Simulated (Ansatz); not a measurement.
This cell of TaC (rock salt) is off equilibrium:

```
TaC
1.0
    0.00000     2.27810     2.21734
    2.27810     0.00000     2.21734
    2.27810     2.27810     0.00000
C Ta
1 1
Cartesian
  0.00000   0.00000   0.00000
  2.27810   2.27810   2.21734
```

Level of theory: PBE (plane waves to 420 eV, PAW, scalar-relativistic; Ansatz, a first-principles code). k mesh 18×18×18 (Γ-centred), Fermi-Dirac smearing 0.05 eV. Energies are smeared free energies. Compression counts positive. With partly filled bands, the response to shear is sensitive to the k mesh, so small differences along c/a are uncertain. Spin-orbit coupling is left out, though Ta is heavy. TaC is run without spin polarisation. TaC was relaxed with its symmetry unable to fall. The PAW data are Ansatz's earlier set.

Q: Give the stress tensor in GPa and the pressure.

A: 
```
  -12.3      0.0      0.0
    0.0    -12.3      0.0
    0.0      0.0      1.7
```
The pressure, a third of the trace, is -7.6 GPa.

Q: It is the relaxed cell deformed to V/V₀ = 1.027, (c/a)/(c/a)₀ = 0.973, c along z, fractional positions held. What is its energy relative to the relaxed cell?

A: 16 meV/atom.

(A scan under strain: stresses follow from slopes of the energy per volume, elastic moduli from its curvatures.)
